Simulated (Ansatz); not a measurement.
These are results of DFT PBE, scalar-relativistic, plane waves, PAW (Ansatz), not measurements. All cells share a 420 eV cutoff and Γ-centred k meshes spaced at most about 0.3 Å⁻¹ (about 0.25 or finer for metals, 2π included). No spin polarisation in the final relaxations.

Temperature and zero-point effects are left out. All come from trial cells, and lower structures may exist.

Task: Which of these relaxed structures of La3LuO2 is the lowest in energy?
A. Space group P-3m1 (No. 164), trigonal, a = 3.699 Å, c = 12.035 Å. Around La on a site of symmetry -3m lie 6 O at 2.56 Å and 12 La at 3.63–3.70 Å; La on a site of symmetry 3m is surrounded by 3 O at 2.62 Å, 9 La at 3.63–3.70 Å and 3 Lu at 3.75 Å; Lu has 6 Lu at 3.70 Å and 6 La at 3.75 Å; O is surrounded by 6 La at 2.56–2.62 Å.
B. Space group P6/mmm (No. 191), hexagonal, a = 7.037 Å, c = 3.250 Å. La is surrounded by 4 O at 2.60 Å, 2 La at 3.25 Å, 4 La at 3.52 Å and 4 Lu at 3.88 Å; around Lu lie 2 Lu at 3.25 Å and 12 La at 3.88 Å; O has 6 La at 2.60 Å and 2 O at 3.25 Å.
C. Space group P4mm (No. 99), tetragonal, a = 4.418 Å, c = 9.218 Å. La on a site of symmetry 2mm has 2 O at 2.34 Å, 4 La at 3.12 Å, 2 Lu at 3.96 Å and 6 La at 4.42 Å; La on a site of symmetry 4mm has 4 O at 3.13 Å, 4 Lu at 3.77 Å and 8 La at 4.42 Å; Lu has 1 O at 1.96 Å, 8 La at 3.77–3.96 Å, 4 O at 4.01 Å and 4 Lu at 4.42 Å; O on its first site is surrounded by 1 Lu at 1.96 Å and 4 La at 3.13 Å; 1 more site not described.

Result: A. It has space group P-3m1 (No. 164); the next, B, with space group P6/mmm (No. 191), lies 161 meV/atom higher. Counting O atoms around La and Lu (those within 1.25 times the shortest such distance or 1.15 times the sum of covalent radii, 1.27 where that leaves under three; a plus sign parts nearer from farther groups; the shortest distance is added where it exceeds 1.18 times the sum of covalent radii; a slash parts the counts of unlike sites), the lowest has La 3/6, Lu 6+6 from 5.1 Å and the next has La 4, Lu 6 from 4.1 Å.

Cells relaxed within their symmetry can be saddle points. Some types were kept out of the candidates beforehand, so the set may lack a known form.
